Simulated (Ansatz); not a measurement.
**Structures of SnW₃: which is lowest?**

Plane-wave DFT in Ansatz with scalar-relativistic PAW potentials, cutoff 420 eV, Γ-centred meshes chosen by cell and gap, Gaussian smearing with energies taken to zero width. Every cell was relaxed (cell and atoms) in a run of its own, within the symmetry of its start. Functional: PBE.

Relaxed structures (starts from databases or built by putting these elements on another compound's sites):
A. Pm-3m, 4 atoms in the computed cell, a = 4.094 Å; sites (symmetry × multiplicity) Sn m-3m × 1, W 4/mm.m × 3; start: built
B. I4/mmm, 4 atoms in the computed cell, a = 4.057 Å, c = 8.336 Å; sites (symmetry × multiplicity) Sn 4/mmm × 2, W -4m2 × 4 + 4/mmm × 2; start: built

Rank them by energy. Could pressure change the order?

```tsv
structure	group	E − E(lowest) (meV/atom)	V (Å³/atom)	gap on mesh (eV)
B	I4/mmm	0.0	17.15	0.00
A	Pm-3m	55	17.16	0.00
```

B is lowest, 55 meV/atom under A. The two lowest differ in volume by under 3 %, too little for a first-order estimate of what pressure does to that pair (other pairs aren't weighed here); with rigid cells even 3 % in favour of the higher one would need about 17 GPa. Other structures may lie lower than all of these, and vibrations aren't counted.

Spin-orbit coupling is left out, which matters for the bands of heavy elements.